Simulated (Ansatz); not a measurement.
## K₃Cd₂Os: rattling a relaxed structure

The cell was found from a structure generator's guess, not taken from experiment.

All numbers below come from DFT PBE, scalar-relativistic, plane waves, PAW (Ansatz 0.2.0). Settings: cutoff 420 eV, Γ-centred mesh 8×8×4 on the computed 6-atom cell, Gaussian smearing of 0.10 eV; no spin polarisation.

The cell below (6 atoms, space group P4mm (No. 99)) is relaxed within its symmetry.

```cif
data_structure
_symmetry_space_group_name_H-M 'P 1'
_symmetry_Int_Tables_number 1
_cell_length_a 5.1230
_cell_length_b 5.1230
_cell_length_c 11.1106
_cell_angle_alpha 90.000
_cell_angle_beta 90.000
_cell_angle_gamma 90.000
_cell_volume 291.60
loop_
_atom_site_label
_atom_site_type_symbol
_atom_site_fract_x
_atom_site_fract_y
_atom_site_fract_z
_atom_site_occupancy
K1 K 0.50000 0.50000 0.69467 1
K2 K 0.50000 0.50000 0.29205 1
K3 K 0.00000 0.00000 0.12632 1
Cd1 Cd 0.00000 0.50000 0.92457 1
Cd2 Cd 0.50000 0.00000 0.92457 1
Os1 Os 0.50000 0.50000 0.98776 1
```

For the test a repeat of it with 12 atoms (edges 5.12, 10.25, 11.11 Å) was strained at random (σ = 1.5 % a component), the atoms were moved at random (σ = 0.10 Å), and all was relaxed again on a coarse 4×2×2 mesh (in the run’s order of axes) with 0.20 eV smearing, with no symmetry imposed.

Spin–orbit coupling, which can matter for Os, is left out.

Q: Is the structure stable against such a distortion?

A: It doesn't return. The energy falls by 22 meV/atom on that mesh, the volume changes by -10.2 %, and the end has space group Cm (No. 8) at a loose tolerance. Relaxed again on an 8×8×4 mesh with 0.10 eV smearing, the new structure lies 18 meV/atom below the first (mesh in the axes of the run's cell; the cell below is made exact in the group named). Space group I4mm (No. 107), tetragonal, a = 5.129 Å, c = 20.020 Å. Around K on its first site lie 1 Os at 3.27 Å and 4 Cd at 3.62 Å; around K on its second site lie 1 Os at 3.41 Å and 4 K at 4.08 Å; Cd is surrounded by 2 Os at 2.66 Å, 2 K at 3.41 Å, 2 K at 3.62 Å and 4 Cd at 3.63 Å; around Os lie 4 Cd at 2.66 Å, 2 K at 3.27–3.41 Å and 4 K at 3.94 Å; 1 more site not described.

```xyz
6
Lattice="-2.5643 2.5643 10.0099 2.5643 -2.5643 10.0099 2.5643 2.5643 -10.0099" Properties=species:S:1:pos:R:3 pbc="T T T"
K     0.0000    0.0000    6.5287
K     0.0000    0.0000   13.2049
K     0.0000    0.0000    1.3267
Cd    0.0000    2.5643    9.0889
Cd    2.5643    0.0000    9.0889
Os    0.0000    0.0000    9.7955
```
